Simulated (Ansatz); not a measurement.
# Cold compression of Ni (sc type)

```
CELL_PARAMETERS angstrom
2.26109 0.00000 0.00000
0.00000 2.26109 0.00000
0.00000 0.00000 2.26109
ATOMIC_POSITIONS crystal
Ni 0.00000 0.00000 0.00000
```

The cell comes from a relaxation on PAW files under the same functional, begun from a prototype that needn't be the stable phase.

Its volume is scaled at fixed shape and fractional positions.

Level of theory: DFT with LDA, scalar-relativistic, in Ansatz 0.2.0; a Γ-centred 19×19×19 k mesh, Fermi–Dirac smearing of 0.1 eV, spin-polarised from start moments Ni 1 μB. LAPW: all electrons, basis error target 1 meV/atom; PAW: frozen-core files, cutoff 420 eV; crystal datasets: all electrons, by PAW datasets that the program makes for each cell; norm-conserving: pseudopotentials, cutoff 1333 eV; PAW (cutoff 600 eV): frozen-core files, cutoff 600 eV.

Energies are extrapolated to zero smearing and count from the unscaled cell; pressure is positive in compression; gaps take the mesh and a band path. No temperature or zero-point motion is included.

The magnetic state is the one reached from the start moments; other orders weren't searched. The PAW files were made under PBE. The structure type is held throughout; the real material can change phase at far lower pressure.

| V/V0 | V (Å³/atom) | P LAPW (GPa) | ΔE LAPW (eV/atom) | P PAW − LAPW (GPa) | ΔE PAW − LAPW (meV/atom) | moment (μB/cell) |
| --- | --- | --- | --- | --- | --- | --- |
| 1.00 | 11.56 | 0.00 | 0.000 | 0.00 | 0.0 | 0.41 |
| 0.88 | 10.17 | 31.9 | 0.121 | -0.17 | -0.5 | 0.12 |
| 0.78 | 9.02 | 83.1 | 0.514 | -0.48 | -2.8 | 0.00 |
| 0.68 | 7.86 | ? | 1.417 | -0.96 | -7.9 | 0.00 |
| 0.58 | 6.70 | 363.9 | 3.292 | -1.97 | -17.7 | 0.00 |
| 0.50 | 5.78 | 649.2 | 6.128 | -7.40 | -39.8 | 0.00 |
| 0.43 | 4.97 | 1110 | 10.450 | -37.51 | -132.7 | 0.00 |

Question: Fill in "P LAPW (GPa)" for the row "0.68".

Answer: 178.4.

Question: At the smallest volume, how far do crystal datasets and norm-conserving and PAW (cutoff 600 eV) lie from LAPW in pressure?

Answer: crystal datasets: 0.00 GPa; norm-conserving: -22.98 GPa; PAW (cutoff 600 eV): -40.95 GPa, on a LAPW pressure of 1110 GPa.

Question: How do the Löwdin populations by LAPW change from the unscaled cell to the last row?

Answer: Ni 3s 1.99 → 1.94, Ni 4s 0.96 → 0.84, Ni 3d 8.86 → 9.07 electrons an atom. These are projections on the shells that the free atoms fill; 0.20 e a cell lies outside them at the start and 0.17 e at the end.

Question: Where is the magnetism lost?

Answer: By V/V0 = 0.78 (83.1 GPa) the moment has died away, since the bands widen under compression.
